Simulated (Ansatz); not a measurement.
Relaxed-ion elastic tensor of CdI2 in space group P-3m1 (No. 164; Pearson symbol hP9) in GPa (Voigt order), the program Ansatz at the LDA level (PAW); density 6.08 g/cm³, 33.36 Å³ per atom.

```
48.2  18.4  10.2   0.4   0.0   0.0
18.4  48.2  10.2  -0.4   0.0   0.0
10.2  10.2  24.1   0.0   0.0   0.0
 0.4  -0.4   0.0   6.5   0.0   0.0
 0.0   0.0   0.0   0.0   6.5   0.4
 0.0   0.0   0.0   0.0   0.4  14.9
```

Q: Is the crystal mechanically stable?

A: Yes: the smallest eigenvalue of C is 6.5 GPa.

Q: Work out the Voigt, Reuss and Hill averages.

A: K_V = 22.0, K_R = 18.9, K_H = 20.5; G_V = 11.0, G_R = 9.3, G_H = 10.2 GPa.

Q: Give Young's modulus, Poisson's ratio, Pugh's ratio and the universal anisotropy index.

A: E = 9KG/(3K + G) = 26.2 GPa; ν = 0.29; K/G = 2.01 (ductile by the Pugh limit of 1.75); A_U = 5G_V/G_R + K_V/K_R − 6 = 1.09.

Q: Estimate the sound speeds and the Debye temperature.

A: v_l = √((K + 4G/3)/ρ) = 2370 m/s, v_t = √(G/ρ) = 1290 m/s, mean 1440 m/s; Θ = (h/k)(3n/4πV)^(1/3) v_m = 133 K.

Q: Solve the Christoffel equation for the three sound speeds along x, y, z.

A: Eigenvalues of C_ijkl n_j n_l equal ρv². In km/s, slowest first: x 1.03, 1.57, 2.82; y 1.03, 1.57, 2.82; z 1.03, 1.03, 1.99.

Q: How much does each axis shrink under pressure?

A: Linear compressibilities β_i = Σ_j S_ij (j = 1 to 3): x 10.0, y 10.0, z 33 per TPa.

The workflow started from a Materials Project entry (that database holds measured and hypothetical structures alike); the Crystallography Open Database files this formula in space group No. 164, but the cells were not matched. Whether it is the stable phase at ambient conditions was not checked. The LDA relaxation kept the symmetry of its start; phonons on a q-mesh show no instability. A crystal of weakly bound layers computed without a dispersion correction: the cell and the soft elastic constants depend strongly on that. Spin–orbit coupling is left out wherever it is not named.

Potentials: the later of the program's two PAW sets.
